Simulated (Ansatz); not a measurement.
A geometry of Rh away from equilibrium: the start of the relaxation of a generated cell, Rh placed in the AFLOW prototype A_hR3_166_ac (C19, as in Sm). Level of theory: PBEsol (plane waves to 420 eV, PAW, scalar-relativistic; Ansatz, an electronic-structure program). Γ-centred k-mesh 14×14×14 on the run's cell (coarser than for final values), Fermi–Dirac smearing 0.05 eV.

```xyz
3
Lattice="1.3495 0.7792 6.5232 -1.3495 0.7792 6.5232 0.0000 -1.5583 6.5232" Properties=species:S:1:pos:R:3 pbc="T T T"
Rh     0.0000     0.0000     0.0000
Rh     0.0000     0.0000     4.3487
Rh     0.0000     0.0000    15.2208
```

Problem. Which atoms carry the largest force, and which way does it point?

Solution. 0.17 eV/Å, on Rh2, Rh3 (atoms numbered as listed); on Rh2 its components are (0.00, 0.00, 0.17).

Problem. What is the pressure?

Solution. -3.6 GPa, compression positive.

Problem. How much energy per atom can still be gained by relaxing?

Solution. under 0.01 eV/atom; the path ends in R-3m (No. 166) (AFLOW prototype A_hR3_166_ac (C19, as in Sm)).

No spin polarisation in the result.

The run could not lose the symmetry of its start, so the end can be a saddle point.

The end of the path is a generated cell of Rh: the first start was made by placing the elements on the sites of a structure type, and the end was not matched to a known phase here, so it may be hypothetical. Known forms of Rh include space group No. 225.
